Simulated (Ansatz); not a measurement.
**Re2C: pressure against volume**

Re2C, P6_3/mmc, a = 2.847 Å, c = 9.842 Å. The structure is a Materials Project entry; whether it is the stable form wasn't checked. Ansatz: r2SCAN, PAW, 500 eV, Γ-centred 12×12×4 mesh on 6 atoms, Gaussian smearing 0.10 eV; no spin polarisation. Shape and atoms are relaxed at each volume; pressure is positive in compression.

| V (Å³/atom) | P (GPa) |
| --- | --- |
| 10.131 | 71.47 |
| 10.476 | 48.99 |
| 10.821 | 29.92 |
| 11.167 | 13.74 |
| 11.512 | 0.00 |
| 11.858 | -11.66 |
| 12.203 | -21.54 |
| 12.663 | ? |

Take V0 = 11.512 Å³/atom, fit the third-order Birch–Murnaghan form to the other rows, and predict the missing pressure.

With the Eulerian strain f = ½[(V0/V)^(2/3) − 1] and y = P/[3f(1 + 2f)^(5/2)], the form is the line y = B0 + 1.5 B0 (B0′ − 4) f. Rows (f, y): 0.04446, 433.1; 0.03244, 430.2; 0.02107, 426.9; 0.01025, 424.7; -0.00977, 417.9; -0.01906, 415.1. Means f = 0.01323, y = 424.65; Σ(Δf)² = 0.002986, ΣΔfΔy = 0.8516; the slope is their ratio. y = 420.9 + 285.2 f GPa, so B0 = 420.9 GPa and B0′ = 4 + 2 × (285.2)/(3 × 420.9) = 4.45. At V = 12.663, f = -0.03078, y = 412.12 and P = -32.47 GPa. The run gave -32.39 GPa, so the fit is 0.08 GPa too low, a small miss on the scale of the series. The form still works here, 22 % of the fitted range beyond its end.

Spin–orbit coupling is left out, which can shift energies with elements as heavy as these.

Cost: 8 runs of about 20 core-minutes in all, on Intel Xeon Processor @ 2.50GHz (Skylake/Cascade Lake) (shared hosts).